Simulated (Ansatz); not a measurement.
Ti3CuC2:
```cif
data_C4Cu2Ti6
_chemical_formula_sum 'Ti6 Cu2 C4'
_space_group_name_H-M_alt 'P 1'
_space_group_IT_number 1
_cell_length_a 3.05367
_cell_length_b 3.05367
_cell_length_c 17.85225
_cell_angle_alpha 90.000
_cell_angle_beta 90.000
_cell_angle_gamma 120.000
loop_
_space_group_symop_operation_xyz
  'x, y, z'
loop_
_atom_site_label
_atom_site_type_symbol
_atom_site_fract_x
_atom_site_fract_y
_atom_site_fract_z
_atom_site_occupancy
Ti1 Ti 0.66667 0.33333 0.36529 1
Ti2 Ti 0.33333 0.66667 0.63471 1
Ti3 Ti 0.33333 0.66667 0.86529 1
Ti4 Ti 0.66667 0.33333 0.13471 1
Ti5 Ti 0.00000 0.00000 0.50000 1
Ti6 Ti 0.00000 0.00000 0.00000 1
Cu1 Cu 0.00000 0.00000 0.75000 1
Cu2 Cu 0.00000 0.00000 0.25000 1
C1 C 0.33333 0.66667 0.42742 1
C2 C 0.66667 0.33333 0.57258 1
C3 C 0.66667 0.33333 0.92742 1
C4 C 0.33333 0.66667 0.07258 1
```

Relaxed with r²SCAN.

Question: Tabulate the valence density and the electron localisation function along the shortest Cu–Cu contact (3.05 Å), r²SCAN (plane waves, PAW; program Ansatz).

Answer: 

| distance from Cu (Å) | density (e/Å³) | ELF |
|---|---|---|
| 0.31 | 30.20 | 0.47 |
| 0.46 | 10.65 | 0.21 |
| 0.61 | 3.42 | 0.15 |
| 0.76 | 1.21 | 0.15 |
| 0.92 | 0.48 | 0.16 |
| 1.07 | 0.28 | 0.17 |
| 1.22 | 0.19 | 0.20 |
| 1.37 | 0.16 | 0.25 |
| 1.53 | 0.15 | 0.27 |
| 1.68 | 0.16 | 0.25 |
| 1.83 | 0.19 | 0.20 |
| 1.98 | 0.28 | 0.17 |
| 2.14 | 0.48 | 0.16 |
| 2.29 | 1.21 | 0.15 |
| 2.44 | 3.42 | 0.15 |
| 2.60 | 10.65 | 0.21 |
| 2.75 | 30.20 | 0.47 |

The density is the valence pseudo-density with augmentation charge, so density and ELF within about 1 Å of a nucleus are not all-electron values.

Space group P6_3/mmc. The start of the workflow was typed in or built on a structure type; neither database checked (COD, Materials Project) lists it. Whether it is the stable phase at ambient conditions was not checked. The r²SCAN relaxation kept the symmetry of its start; its stability against distortions is not shown here. No spin polarisation was allowed.

Potentials: the earlier of the program's two PAW sets.
